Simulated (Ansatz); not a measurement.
An Ansatz (a first-principles code) input:

Ansatz 0.2 input:
```yaml
crystal:
  lattice:
    - [3.1915817361, 0.0, 0.0]
    - [-1.5957908681, 2.7639908617, 0.0]
    - [0.0, 0.0, 13.5151912708]
  atoms:
    - { symbol: Sn, position: [0.3333333333, 0.6666666667, 0.75] }
    - { symbol: Sn, position: [0.6666666667, 0.3333333333, 0.25] }
    - { symbol: Mo, position: [0.3333333333, 0.6666666667, 0.0804556801] }
    - { symbol: Mo, position: [0.6666666667, 0.3333333333, 0.5804556801] }
    - { symbol: Mo, position: [0.6666666667, 0.3333333333, 0.9195443199] }
    - { symbol: Mo, position: [0.3333333333, 0.6666666667, 0.4195443199] }
    - { symbol: C, position: [0.0, 0.0, 0.0] }
    - { symbol: C, position: [0.0, 0.0, 0.5] }
kpoints:
  mp_grid: { grid: [11, 11, 3] }
  band_path:
    path:
      - [[0.0, 0.0, 0.0], [0.5, 0.0, 0.0], [0.3333333333, 0.3333333333, 0.0], [0.0, 0.0, 0.0], [0.0, 0.0, 0.5], [0.5, 0.0, 0.5], [0.3333333333, 0.3333333333, 0.5], [0.0, 0.0, 0.5]]  # Γ-M-K-Γ-A-L-H-A
      - [[0.5, 0.0, 0.5], [0.5, 0.0, 0.0]]  # L-M
      - [[0.3333333333, 0.3333333333, 0.5], [0.3333333333, 0.3333333333, 0.0]]  # H-K
    npoints: 8
basis: { xc_grid: 2 }
hamiltonian:
  xc: pbe
  pseudopotentials: { azcp: { folder: ./paw }, kind: paw_fr }
magnetization: { noncollinear: true, spin_orbit: true }
scf:
  n_extra_bands: 16
  convergence: { dr2_threshold: 0.0000000001 }
  occupations: { method: gaussian, width: 0.05 }
output: { eigenvalues: true }
```

How many symmetry operations and irreducible k-points will the run report?

24 operations, 32 of 363 k-points.

With a cutoff of 420 eV, how many plane waves at Γ?

2361.

It took very roughly 4 core-minutes on shared server cores.

Space group P6_3/mmc. The start of the workflow was typed in or built on a structure type; neither database checked (COD, Materials Project) lists it. Whether it is the stable phase at ambient conditions was not checked. The cell was relaxed with PBE under the symmetry of its start; whether a distortion lowers the energy is not shown. No spin polarisation was allowed.

Potentials: the earlier of the program's two PAW sets.

Ansatz is a plane-wave DFT program.
